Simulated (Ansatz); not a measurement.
AlGaSb2:
```
AlGaSb2
1.0
    2.16940     1.25251     7.08265
   -2.16940     1.25251     7.08265
    0.00000    -2.50501     7.08265
Al Ga Sb
1 1 2
Cartesian
  0.00000   0.00000  21.24477
  0.00000   0.00000  10.62523
  0.00000   0.00000   2.66439
  0.00000   0.00000  13.27384
```

x, y and z are the axes in which the lattice vectors are written.

Problem. Give the high-frequency dielectric tensor and the Born effective charge tensors of the independent atoms from DFPT, the program Ansatz at the PBEsol level (PAW).

Solution. 
ε∞:
```
15.7  0.00  0.00
0.00  15.7  0.00
0.00  0.00  15.1
```
Z* of atom 1 (Al), rows: field, columns: displacement, in e:
```
1.68  0.00  0.00
0.00  1.68  0.00
0.00  0.00  1.80
```
Z* of atom 2 (Ga), rows: field, columns: displacement, in e:
```
1.86  0.00  0.00
0.00  1.86  0.00
0.00  0.00  1.88
```
Z* of atom 3 (Sb), rows: field, columns: displacement, in e:
```
-1.78   0.00   0.00
 0.00  -1.78   0.00
 0.00   0.00  -1.72
```
Z* of atom 4 (Sb), rows: field, columns: displacement, in e:
```
-1.76   0.00   0.00
 0.00  -1.76   0.00
 0.00   0.00  -1.97
```

Space group R3m. The workflow started from a Materials Project entry (that database holds measured and hypothetical structures alike); the Crystallography Open Database copy checked does not list it. With Al and Ga taken as one species the cell has the higher symmetry F-43m, so it may be an ordered model of a mixed-site phase. Its standing as an ambient phase is unchecked. Symmetry was held in the PBEsol relaxation; of distortions, only those at the zone centre were tested. Scalar-relativistic: spin–orbit coupling is off unless named, which matters more the heavier the elements.

Potentials: the later of the program's two PAW sets.
